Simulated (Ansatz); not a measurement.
LaSiPt in space group I4_1md (No. 109; La on 4a, Si on 4a, Pt on 4a), plane-wave PAW PBE (Ansatz code), all energies at zero smearing, with the estimated change up to a 700 eV cutoff added, with one set of potentials and settings (totals compare only within such a set). Cell of 6 atoms (2 La, 2 Si, 2 Pt): -38828.542 eV.

```json
[
 {"element": "La", "reference phase": "P6_3/mmc, 4 atoms in the cell", "E (eV/atom)": "-6250.3045"},
 {"element": "Si", "reference phase": "Fd-3m, 2 atoms in the cell", "E (eV/atom)": "-635.8114"},
 {"element": "Pt", "reference phase": "Fm-3m, 1 atoms in the cell", "E (eV/atom)": "-12524.7059"}
]
```

Formation energy per atom, worked out: (-38828.542 − 2×(-6250.3045) − 2×(-635.8114) − 2×(-12524.7059))/6 = -1.150 eV/atom (-111 kJ per mol of atoms), at 0 K, without zero-point energy or fitted corrections.

The first step of the workflow began from a Materials Project structure, measured or hypothetical; the Crystallography Open Database copy checked does not list it. With Si and Pt taken as one species the cell has the higher symmetry I4_1/amd, so it may be an ordered model of a mixed-site phase. Whether it is the stable phase at ambient conditions was not checked. The PBE relaxation kept the symmetry of its start; whether a distortion lowers the energy is not shown. The run is not spin-polarised. The references are the lowest solids computed at this level, not always the standard phases. Spin–orbit coupling is left out wherever it is not named.

Potentials: the earlier of the program's two PAW sets.
